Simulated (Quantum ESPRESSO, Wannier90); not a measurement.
# Wannierisation of ZrSi (Cmcm)

```xyz
4
Lattice="0.0000 0.0000 3.7568 -3.7714 0.0000 0.0000 1.8857 -4.9736 0.0000" Properties=species:S:1:pos:R:3 pbc="T T T"
Zr     1.8857    -1.4438    -0.9392
Zr    -1.8857     1.4438     0.9392
Si     0.0000     0.7774    -0.9392
Si     0.0000    -0.7774     0.9392
```

Structure: Materials Project mp-11322, symmetrised, not relaxed again. COD (Crystallography Open Database) has the formula in 2 space groups, this one among them (matched by group alone). Level: PBEsol, no spin polarisation, no spin-orbit coupling; pw.x of Quantum ESPRESSO at 53 Ry with PseudoDojo potentials, 6×6×6 k-points, Wannier90. Density: 8×10×10 mesh, cold smearing 0.01 Ry.

A tight-binding model is made by disentanglement and projection with no localisation steps (num_iter = 0), so the 26 orbitals stay atom-like: hydrogen-like Zr: s;p;d; Si: s;p, axes along x, y, z; frozen window up to 1.50 eV relative to the Fermi level. It follows pw.x to 7.5 meV rms for states up to 1.0 eV relative to the Fermi level. Matrix elements depend on this choice of orbitals and windows.

The 45 largest hoppings ⟨m,0|H|n,R⟩ between different sites (one of each Hermitian pair; signs follow the real orbitals' lobes; the list may end inside a set of equal values):

```
m                    n      R  distance of the centres (Å)  t (eV)
----------  ----------  -----  ---------------------------  ------
Zr1 py          Si3 py  0 0 1                         2.93   2.332
Si4 py          Zr2 py  0 0 1                         2.93   2.332
Si4 pz          Si3 py  0 0 0                         2.41  -2.034
Si4 py          Si3 pz  0 0 0                         2.41  -2.034
Si4 pz          Si3 py  1 0 0                         2.41   2.034
Si4 py          Si3 pz  1 0 0                         2.41   2.034
Zr1 dx2-y2      Si3 py  0 0 1                         2.76   1.866
Si4 py      Zr2 dx2-y2  0 0 1                         2.76  -1.866
Si4 pz          Si3 pz  0 0 0                         2.40   1.839
Si4 pz          Si3 pz  1 0 0                         2.40   1.839
Si4 s           Si3 pz  0 0 0                         2.41  -1.821
Si4 pz           Si3 s  0 0 0                         2.41   1.821
Si4 s           Si3 pz  1 0 0                         2.41   1.821
Si4 pz           Si3 s  1 0 0                         2.41  -1.821
Zr1 s           Si3 py  0 0 1                         2.77  -1.782
Si4 py           Zr2 s  0 0 1                         2.77   1.782
Zr1 py           Si3 s  0 0 1                         2.93   1.534
Si4 s           Zr2 py  0 0 1                         2.93  -1.534
Si4 s           Si3 py  0 0 0                         2.43   1.483
Si4 py           Si3 s  0 0 0                         2.43  -1.483
Si4 s           Si3 py  1 0 0                         2.43   1.483
Si4 py           Si3 s  1 0 0                         2.43  -1.483
Si3 px          Zr2 pz  0 0 0                         2.76  -1.427
Si4 px          Zr1 pz  0 0 0                         2.76  -1.427
Zr2 pz          Si3 px  0 1 0                         2.76   1.427
Si4 px          Zr1 pz  0 1 0                         2.76   1.427
Zr2 pz          Si3 px  1 0 0                         2.76   1.427
Si4 px          Zr1 pz  1 0 0                         2.76   1.427
Zr2 pz          Si3 px  1 1 0                         2.76  -1.427
Si4 px          Zr1 pz  1 1 0                         2.76  -1.427
Si3 px           Zr2 s  0 0 0                         2.74   1.364
Si4 px           Zr1 s  0 0 0                         2.74  -1.364
Zr2 s           Si3 px  0 1 0                         2.74  -1.364
Si4 px           Zr1 s  0 1 0                         2.74   1.364
Zr2 s           Si3 px  1 0 0                         2.74   1.364
Si4 px           Zr1 s  1 0 0                         2.74  -1.364
Zr2 s           Si3 px  1 1 0                         2.74  -1.364
Si4 px           Zr1 s  1 1 0                         2.74   1.364
Si3 px          Zr1 py  0 0 0                         2.77  -1.324
Si4 px          Zr2 py  0 0 0                         2.77  -1.324
Zr2 py          Si4 px  0 1 0                         2.77   1.324
Si3 px          Zr1 py  0 1 0                         2.77   1.324
Si3 pz          Zr2 px  0 0 0                         2.78  -1.302
Si4 pz          Zr1 px  0 0 0                         2.78  -1.302
Zr2 px          Si3 pz  0 1 0                         2.78   1.302
```
